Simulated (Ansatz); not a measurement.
Starting cell, C (diamond):

```
C
1.0
    0.00000     3.57157     3.57157
    1.78578     0.00000     1.78578
    1.78578     1.78578     0.00000
C
4
Direct
  0.25000   0.50000   0.50000
  0.75000   0.50000   0.50000
  0.37500   0.75000   0.75000
  0.87500   0.75000   0.75000
```

Two-dimensional scan of atom 3 (C, nearest neighbour C at 1.547 Å; its periodic images, 2.5 Å or more away, move with it): u runs along (0.707, 0.707, 0.000), v along (0.000, 0.000, 1.000) (Cartesian). Cell and other atoms are fixed.

The numbers are results of PBE (plane waves to 420 eV, PAW, scalar-relativistic; Ansatz, a quantum-chemistry and plane-wave program), not measurements. k mesh 13×13×13 (Γ-centred), Fermi-Dirac smearing 0.05 eV. Energies are smeared free energies. Points where atoms come too close for the PAW data are left out (x in tables, blank in figures). As the smearing reaches across the gap at some points, energies and forces of such displacements shift with the k mesh and the smearing. C was relaxed with its symmetry unable to fall. ΔE is measured from the undisplaced structure. Axes are in Å.

Question: Estimate the ΔE (meV/cell) for all points of the grid u = -0.390, -0.260, -0.130, 0.000, 0.130, 0.260, 0.390 by v = -0.390, -0.260, -0.130, 0.000, 0.130, 0.260, 0.390.

Answer: ΔE (meV/cell), with u across and v down:

```csv
v \ u,-0.390,-0.260,-0.130,0.000,0.130,0.260,0.390
-0.390,x,x,3544,2796,3544,x,x
-0.260,x,3759,1921,1326,1921,3759,x
-0.130,4307,2128,787,342,787,2128,4307
0.000,2676,1245,315,0,315,1245,2676
0.130,2020,1140,544,338,544,1140,2020
0.260,2180,1715,1408,1300,1408,1715,2180
0.390,2919,2770,2734,2728,2734,2770,2919
```

(For displaced atoms, the force is minus the slope of the energy, and its curvature is a force constant, which sets phonon frequencies.)
